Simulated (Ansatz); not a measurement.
## Relaxing nickel (simple cubic)

The calculation used DFT, LDA (PW92), plane waves (420 eV) with PAW, scalar-relativistic in Ansatz. (PAW data from PBE, frozen cores regenerated.)

k-point mesh 12×12×12, Fermi-Dirac smearing 0.05 eV, starting moments 0.80, -0.80 μB. Cell and atoms relax.

Starting structure:

```yaml
crystal:
  lattice:
    - [0.00000, 2.27759, 2.27759]
    - [2.27759, 0.00000, 2.27759]
    - [2.27759, 2.27759, 0.00000]
  atoms:
    - { symbol: Ni, position: [0.00000, 0.00000, 0.00000] }
    - { symbol: Ni, position: [0.50000, 0.50000, 0.50000] }
```

Question: The pressure at the start is -4.9 GPa. By how much does the volume change?

Answer: From 11.81 to 11.50 Å³ per atom, -2.7 %. The final cell has a = 2.257 Å.

Question: How much energy does the relaxation gain?

Answer: 5.0 meV per atom.

Question: Which magnetic state does it end in?

Answer: non-magnetic.
